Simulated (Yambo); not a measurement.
Yambo run on BaTiB$_{2}$O$_{6}$ (space group R-3, No. 148). The wavefunctions are LDA (pw.x of Quantum ESPRESSO, ONCV potentials, no spin-orbit coupling) ones on a 2×2×2 mesh (32 occupied bands); a = 6.3254 Å, b = 6.3254 Å, c = 6.3254 Å, α = 47.29°, β = 47.29°, γ = 47.29°.

Yambo input:

```
rim_cut
gw0
dyson
el_el_corr
HF_and_locXC
ppa
em1d
RandQpts= 1000000
RandGvec= 1 Ry
EXXRLvcs= 84 Ry
VXCRLvcs= 336 Ry
Chimod= "HARTREE"
% BndsRnXp
 2 | 190 |
%
NGsBlkXp= 7 Ry
% LongDrXp
 1.0 | 1.0 | 1.0 |
%
PPAPntXp= 27.2114 eV
% GbndRnge
 1 | 190 |
%
GTermKind= "none"
DysSolver= "n"
ExtendOut
% QPkrange
 1 | 1 | 33 | 33 |
 4 | 4 | 32 | 33 |
%
```

k points by index: 1 = Γ, 4 = Z.

Table of the .qp output:

```
#    K-point    Band    Eo [eV]    E [eV]    E-Eo [eV]    Vxc [eV]    Vnlxc [eV]    Sc|Eo [eV]    Sc|E [eV]    dSc/dw|Eo [eV]    Re(Z)    Im(Z)
#
    1    33    2.423992    4.506498    2.082506    -19.65021    -11.32004    -5.645388    -6.247661    -7.868802    0.775687    -0.001793
    4    32    0.000000    -0.444253    -0.444253    -19.98646    -25.40742    4.851901    4.976711    -7.642506    0.780725    -0.001382
    4    33    2.445470    4.487540    2.042070    -19.44143    -11.31507    -5.498572    -6.084291    -7.804062    0.777121    -0.001790
```
(The two width columns are left out.) Convergence of these settings isn't established.

Geometry of the Materials Project entry, not relaxed at this level.
